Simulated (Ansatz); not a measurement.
Notes on MnCr$_{3}$Ge

```
Mn Ge Cr
1.0
     0.00000   -3.13959    4.58045
     2.59206   -1.77150   -4.58045
     3.35641    1.77150    4.58045
Mn Ge Cr
2 2 6
Direct
  0.63830 0.36170 0.08510
  0.36170 0.63830 0.91490
  0.84880 0.15120 0.45360
  0.15120 0.84880 0.54640
  0.04000 0.55700 0.74400
  0.44300 0.22700 0.74400
  0.77300 0.96000 0.74400
  0.96000 0.44300 0.25600
  0.55700 0.77300 0.25600
  0.22700 0.04000 0.25600
```

Single point in Ansatz 0.2.0 with PBE, no spin polarisation. Cutoff 420 eV, PAW datasets, 6×6×6 Γ-centred k mesh, fermi-dirac filling (width 0.1 eV).

(1) What does the stress say?

(2) How is the charge shared?

(3) Where is the largest force?

(4) Is it stable against the elements?

(5) Is there a gap?

Origin: a known structure type with other elements, at an estimated volume, so it need not be a known compound. Caveats: no spin polarisation, so a magnetic state may lie lower; atoms or cell far from equilibrium.

Answers

(1) The pressure is 26.0 GPa (compression positive), so with the atoms held at these fractions the cell would first expand; the forces are large, so a full relaxation may end otherwise. The principal stresses 20.9, 28.5, 28.5 GPa differ, so its shape would change too.

(2) Bader charges in e: Mn -0.52, Cr +0.44, Ge -0.82. In the mean Cr gives up most and Ge takes most.

(3) The largest is on Cr5 (and as large on other atoms): 4.48 eV/Å, components (2.44, 1.62, 3.39). It makes 143° with the line to a nearest neighbour, Ge4 at 2.12 Å, pointing away from it.

(4) 1.37 eV an atom against the elements' usual phases (free molecules for gases, crystals otherwise, with no correction for O₂ or N₂), so at this geometry it isn't bound against them. Relaxing would lower it.

(5) It is a metal, with about 16 states/eV a cell as the mean within 0.25 eV of the Fermi level, mostly Cr d (82 %) and Mn d (14 %).
